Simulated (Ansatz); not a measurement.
# Li: how the free axis answers a strain

Li, Im-3m, a = 3.431 Å. Ansatz: PBEsol, PAW, 420 eV, Γ-centred 16×16×16 mesh on 2 atoms, Gaussian smearing 0.10 eV; no spin polarisation. Series: biaxial strain in the a-b plane, c and atoms relaxed; x is the strain in per cent. y is the change of c in per cent of 3.431 Å.

| x (%) | y (%) |
| --- | --- |
| -3.0 | ? |
| -2.0 | 3.37 |
| -1.0 | 1.55 |
| 0.0 | 0.00 |
| 1.0 | -1.24 |
| 2.0 | -2.56 |
| 3.0 | -3.97 |

Task: Fit y = c1 x + c2 x² to the other rows, say what c1 measures, and predict the missing y.

Result: Least squares on the rows shown. y = −1.501 x + 0.07260 x². With no stress along c, c1 = −2C12/C11 = -1.501. At −2 the volume would not change at all; a value this near to it means that the crystal resists a change of volume much more than one of shape. With a term in x³ added, the coefficient of x becomes -1.362, 9 % less, which shows how far this figure hangs on the form. At x = -3.0 the fit asked for gives 5.16 %. The run gave 6.04 %, so the fit is 0.88 % too low, 8.8 % of the span of the series, against an rms of 0.13 % on the fitted rows. The row lies outside the fitted range. With a term in x³ added, a fit to the same known rows predicts 5.84 %, so most of the miss is curvature that the known rows already hold.

Cost: 7 runs of about 1.3 core-minutes in all, on Intel Xeon 6975P-C (Granite Rapids) (shared hosts).